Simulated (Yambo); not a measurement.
Yambo input for Li2O (anti-fluorite, space group Fm-3m, No. 225) under isotropic strain of -0.7 % on all lattice vectors (a = 3.2134 Å, b = 3.2134 Å, c = 3.2134 Å, α = 60.00°, β = 60.00°, γ = 60.00°), on PBEsol (pw.x of Quantum ESPRESSO, ONCV potentials, scalar-relativistic) wavefunctions on a 18×18×18 mesh:

```
optics
chi
dipoles
kernel
FFTGvecs= 40 Ry
Chimod= "HARTREE"
NGsBlkXd= 4 Ry
% QpntsRXd
 1 | 1 |
%
% BndsRnXd
 3 | 19 |
%
GrFnTpXd= "R"
% EnRngeXd
 0.0 | 20.0 | eV
%
% DmRngeXd
 0.2 | 0.2 | eV
%
CGrdSpXd= 50
ETStpsXd= 161
% LongDrXd
 1.0 | 0.0 | 0.0 |
%
% XfnQP_E
 2.75 | 1.0 | 1.0 |
%
```

First lines of the file o-*.eps_q1_inv_rpa_dyson:

```
Absorption @ Q(1):   1.00000000     0.00000000     0.00000000    [q->0 direction]
#
# [ X ] Hartree size     :  27
# [GEN] GF Energies     : Perdew, Burke & Ernzerhof SOL(X)+Perdew, Burke & Ernzerhof SOL(C)+ user defined corrections @E
# [GEN] Green`s Function     : Retarded
#
# [GEN] Gauge     : Length
# [GEN] [r,Vnl] included     : yes
#
#    E[1] [eV]     Im(eps)     Re(eps)     Im(eps_o)     Re(eps_o)
#
     0.000000     -0.990319E-8     2.409001     0.21619E-17     2.546910
     0.125000     0.431012E-3     2.409136     0.487466E-3     2.547062
     0.250000     0.862676E-3     2.409539     0.975666E-3     2.547519
     0.375000     0.001296     2.410213     0.001465     2.548281
     0.500000     0.001731     2.411157     0.001957     2.549349
     0.625000     0.002168     2.412374     0.002452     2.550725
     0.750000     0.002609     2.413864     0.002951     2.552411
     0.875000     0.003053     2.415631     0.003454     2.554409
     1.000000     0.003503     2.417677     0.003962     2.556723
     1.125000     0.003958     2.420005     0.004477     2.559357
     1.250000     0.004418     2.422619     0.004999     2.562313
     1.375000     0.004886     2.425522     0.005528     2.565598
     1.500000     0.005362     2.428720     0.006066     2.569216
     1.625000     0.005846     2.432217     0.006614     2.573173
     1.750000     0.006339     2.436019     0.007173     2.577475
     1.875000     0.006843     2.440132     0.007744     2.582129
     2.000000     0.007358     2.444563     0.008328     2.587143
     2.125000     0.007885     2.449319     0.008926     2.592527
     2.250000     0.008426     2.454408     0.009539     2.598287
     2.375000     0.008982     2.459839     0.010169     2.604436
     2.500000     0.009553     2.465622     0.010817     2.610983
     2.625000     0.010142     2.471766     0.011485     2.617941
     2.750000     0.010749     2.478284     0.012175     2.625321
     2.875000     0.011377     2.485186     0.012887     2.633139
     3.000000     0.012026     2.492486     0.013625     2.641408
     3.125000     0.012699     2.500198     0.014389     2.650146
     3.250000     0.013397     2.508337     0.015183     2.659370
     3.375000     0.014123     2.516920     0.016009     2.669098
     3.500000     0.014879     2.525965     0.016869     2.679351
     3.625000     0.015668     2.535492     0.017766     2.690152
     3.750000     0.016492     2.545520     0.018704     2.701524
     3.875000     0.017354     2.556073     0.019686     2.713494
     4.000000     0.018257     2.567177     0.020716     2.726091
```
(The file goes on to the top of the energy range.) Convergence of the RPA response with its 18×18×18 mesh was not tested. The scissor comes from a G0W0 run whose convergence isn't established.

Geometry strained from the cell relaxed with PBEsol, atoms relaxed again.
